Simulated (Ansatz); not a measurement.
SnS2:
```
SnS2
1.0
    3.66928     0.00000     0.00000
   -1.83464     3.17769     0.00000
    0.00000     0.00000     5.80754
Sn S
1 2
Cartesian
  0.00000   0.00000   0.00000
  0.00000   2.11846   1.47831
  1.83464   1.05923   4.32923
```

This is the PBE+D3(BJ)-relaxed structure. Cartesian axes are those of the cell as given.

Task: All from PBE+D3(BJ) (plane waves, PAW; program Ansatz), unless another level is named. Estimate the Young's modulus.

Result: 56.6 GPa.

Task: What about the elastic constants (relaxed ions, GPa)?

Result: C11 = 126, C12 = 32.7, C13 = 13.4, C14 = -1.4, C33 = 29.3, C44 = 11.0.

Task: And the highest zone-centre frequency (without LO–TO term)?

Result: 9.99 THz.

Space group P-3m1 (CdI2 type). The cell was relaxed with PBE+D3(BJ) under the symmetry of its start; of distortions, only those at the zone centre were tested. Scalar-relativistic: spin–orbit coupling is off unless named, which matters more the heavier the elements.

Potentials: the later of the program's two PAW sets.
